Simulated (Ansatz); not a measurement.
**AlInAs2: computed property card**

AlInAs$_{2}$:
```
CELL_PARAMETERS angstrom
      4.15931     0.00000     0.00000
      0.00000     4.15931     0.00000
      0.00000     0.00000    17.70721
ATOMIC_POSITIONS crystal
  In 0.00000 0.00000 0.82102
  As 0.50000 0.00000 0.91047
  In 0.50000 0.50000 0.00000
  As 0.00000 0.50000 0.08953
  In 0.00000 0.00000 0.17898
  As 0.50000 0.00000 0.26940
  Al 0.50000 0.50000 0.34538
  As 0.00000 0.50000 0.42271
  Al 0.00000 0.00000 0.50000
  As 0.50000 0.00000 0.57729
  Al 0.50000 0.50000 0.65462
  As 0.00000 0.50000 0.73060
```

Space group P-4m2 (No. 115); conventional cell a = b = 4.159 Å, c = 17.707 Å, α = β = γ = 90.00°.

Method: the program Ansatz at the r²SCAN level (PAW). The cell and atoms are relaxed at this level. Other levels are named where they apply.

**Cell and energy**

```json
{
 "volume_per_atom": "25.53 Å³",
 "density": "4.74 g/cm³"
}
```

**Electronic structure**

```json
{
 "band_gap": "1.03 eV (direct)",
 "valence_band_maximum": "at Γ",
 "conduction_band_minimum": "at Γ",
 "electron_effective_mass": "0.073, 0.073, 0.089 mₑ (principal values)",
 "Electron effective mass with spin–orbit coupling": "0.072, 0.072, 0.087 mₑ (principal values)",
 "Hole effective mass, band 1 of 2 at the edge": "4.0 along x, 0.58 along z (mₑ)",
 "Hole effective mass, band 2 of 2 at the edge": "0.068 along x, 0.58 along z (mₑ)",
 "Hole effective mass with spin–orbit coupling": "0.12, 0.12, 0.52 mₑ (principal values)",
 "HSE06 gap on the r²SCAN cell": "1.32 eV",
 "Gap with spin–orbit coupling": "0.93 eV"
}
```

**Mechanics**

```json
{
 "Bulk modulus (Birch–Murnaghan fit)": "66.2 GPa",
 "Pressure derivative B′": "4.4"
}
```

**Charges**

```json
{
  "bader_charges": "In +0.84 to +0.85, As -2.04 to -0.85, Al +2.05 e"
}
```

The start of the workflow was typed in or built on a structure type; neither database checked (COD, Materials Project) lists it. Its standing as an ambient phase is unchecked. Symmetry was held in the r²SCAN relaxation; its stability against distortions is not shown here. Spin–orbit coupling is left out wherever it is not named.

Potentials: the earlier of the program's two PAW sets. The files were generated under PBE; for other functionals the program regenerates the frozen cores, and for LDA and PBEsol the local potential too.
